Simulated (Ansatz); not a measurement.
Data sheet: InAg$_{3}$ (DFT)

InAg₃:
```
InAg3
1.0
    4.08518     0.00000     0.00000
    0.00000     4.08518     0.00000
    0.00000     0.00000     4.08518
In Ag
1 3
Direct
  0.00000   0.00000   0.00000
  0.00000   0.50000   0.50000
  0.50000   0.00000   0.50000
  0.50000   0.50000   0.00000
```

Space group Pm-3m (No. 221), Cu3Au type; conventional cell a = 4.085 Å, b = 4.085 Å, c = 4.085 Å, α = 90.00°, β = 90.00°, γ = 90.00°.

Method: LDA (plane waves, PAW; program Ansatz). The cell and atoms are relaxed at this level. Other levels are named where they apply.

### Cell and energy

| Quantity | Result |
|---|---|
| Volume per atom | 17.04 Å³ |
| Density | 10.68 g/cm³ |
| Formation energy from the elements (no fitted shifts) | -0.069 eV/atom |

### Electronic structure

| Quantity | Result |
|---|---|
| Electronic character | metallic (no gap) |
| Density of states at the Fermi level | 0.29 states/eV per atom (mean over ±0.08 eV) |

### Mechanics

| Item | Value |
|---|---|
| Bulk modulus (Birch–Murnaghan fit) | 121 GPa |
| Pressure derivative B′ | 5.8 |
| Elastic constants (relaxed ions, GPa) | C11 = 140, C12 = 112, C44 = 50.7 |
| Mechanical stability | stable (all eigenvalues of C positive) |
| Hill bulk and shear moduli | 121 and 30.5 GPa |
| Young's modulus | 84.4 GPa |
| Poisson's ratio | 0.38 |
| Debye temperature from the elastic constants | 221 K |

### Phonons

| Item | Value |
|---|---|
| Highest zone-centre frequency | 166 cm⁻¹ |
| Zone-centre stability | no imaginary mode at Γ |

The workflow started from a Materials Project entry (that database holds measured and hypothetical structures alike); the Crystallography Open Database files this formula in space group No. 221, but the cells were not matched. Its standing as an ambient phase is unchecked. The cell was relaxed with LDA under the symmetry of its start. The run is not spin-polarised. As this level gives no gap, shear constants depend on the k-mesh and smearing (Fermi–Dirac, 0.1 eV here). As this level gives no gap, phonon frequencies hold no LO–TO term and depend on the k-mesh and smearing (Fermi–Dirac, 0.1 eV here). The references are the lowest solids computed at this level, not always the standard phases. Spin–orbit coupling is left out wherever it is not named.

Potentials: the later of the program's two PAW sets.
